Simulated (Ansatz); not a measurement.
SiC (wurtzite)

```yaml
crystal:
  lattice:
    - [3.07590, 0.00000, 0.00000]
    - [-1.53795, 2.66381, 0.00000]
    - [0.00000, 0.00000, 5.04769]
  atoms:
    - { symbol: Si, position: [0.66667, 0.33333, 0.00051] }
    - { symbol: Si, position: [0.33333, 0.66667, 0.50051] }
    - { symbol: C, position: [0.66667, 0.33333, 0.62469] }
    - { symbol: C, position: [0.33333, 0.66667, 0.12469] }
```

In this cell atom 2 (Si, nearest neighbour C at 1.883 Å; its periodic images, 3.1 Å or more away, move with it) is moved by s along Cartesian z, unit vector (0.000, 0.000, 1.000); all other atoms and the cell stay fixed.

Method: PBEsol (plane waves to 420 eV, PAW, scalar-relativistic; Ansatz, a quantum-chemistry and plane-wave program). k mesh 10×10×5 (Γ-centred), Fermi-Dirac smearing 0.05 eV. E stands for the smeared free energy. SiC was relaxed with its symmetry unable to fall. The zero of ΔE is the undisplaced structure.

```tsv
s (Å)	ΔE (meV/cell)
-0.190	597
-0.152	367
-0.114	198
-0.076	84
-0.038	20
0.000	0
0.038	19
0.076	72
0.114	155
0.152	264
0.190	395
```

What force constant k = d²E/ds² at s = 0 does the table give?

27 eV/Å². It is the second difference of the nearest points, corrected with the next pair.

With k = 26.96 eV/Å² from the forces, is the well harmonic out to s = 0.190 Å?

½ks² = 487 meV/cell against the computed 395 meV/cell, so the well is softer than harmonic there.

(A displaced cell: forces are minus the slopes of the energy, force constants its curvatures, and phonons follow from these.)
